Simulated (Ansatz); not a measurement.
Each is relaxed and computed with PBE (plane waves, PAW; program Ansatz). Which is the only metal?
A) CaTiO3, R3c (Ca on 6a, Ti on 6a, O on 18b)
B) TiAs, CsCl type
C) BaSrTi2O6, P4mm (Pearson symbol tP10)
D) Ba2Ti2N3F3, P-4m2 (Pearson symbol tP10)

B, TiAs, CsCl type. TiAs: metal; BaSrTi2O6: gap 1.86 eV (indirect); Ba2Ti2N3F3: gap 1.38 eV; CaTiO3: gap 3.00 eV (indirect). Constructed cells (a structure type filled with these elements, in neither database checked): TiAs, CsCl type. Typed or built starts, not in the databases checked: BaSrTi2O6, P4mm (Pearson symbol tP10); Ba2Ti2N3F3, P-4m2 (Pearson symbol tP10); CaTiO3, R3c (Ca on 6a, Ti on 6a, O on 18b). Began spin-polarised and lost the moments: BaSrTi2O6, P4mm (Pearson symbol tP10); Ba2Ti2N3F3, P-4m2 (Pearson symbol tP10); CaTiO3, R3c (Ca on 6a, Ti on 6a, O on 18b). All cells were relaxed under the symmetry of their starts (and spin orders); stability against distortions was not tested throughout. Rows with no word on spin ran without spin polarisation. Scalar-relativistic: spin–orbit coupling is off unless named, which matters more the heavier the elements.

Potentials: the earlier of the program's two PAW sets.
